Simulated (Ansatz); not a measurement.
SnO$_{2}$ (rutile, P4_2/mnm), DFT-r²SCAN in the program Ansatz with PAW potentials, all energies at zero smearing, with the estimated change up to a 700 eV cutoff added, with one set of potentials and settings (totals compare only within such a set). Cell of 12 atoms (4 Sn, 8 O): -28705.166 eV.

```json
[
 {"element": "Sn", "reference phase": "Fd-3m, 2 atoms in the cell", "E (eV/atom)": "-6038.7047"},
 {"element": "O", "reference phase": "C2/m, 4 atoms in the cell, spin-polarised", "E (eV/atom)": "-566.0346"}
]
```

Formation energy per atom, worked out: (-28705.166 − 4×(-6038.7047) − 8×(-566.0346))/12 = -1.839 eV/atom (-177 kJ per mol of atoms), at 0 K, without zero-point energy or fitted corrections.

The cell was relaxed with r²SCAN under the symmetry of its start. The references are the lowest solids computed at this level, not always the standard phases (solids in place of the gases). Scalar-relativistic: spin–orbit coupling is off unless named, which matters more the heavier the elements.

Potentials: the earlier of the program's two PAW sets.
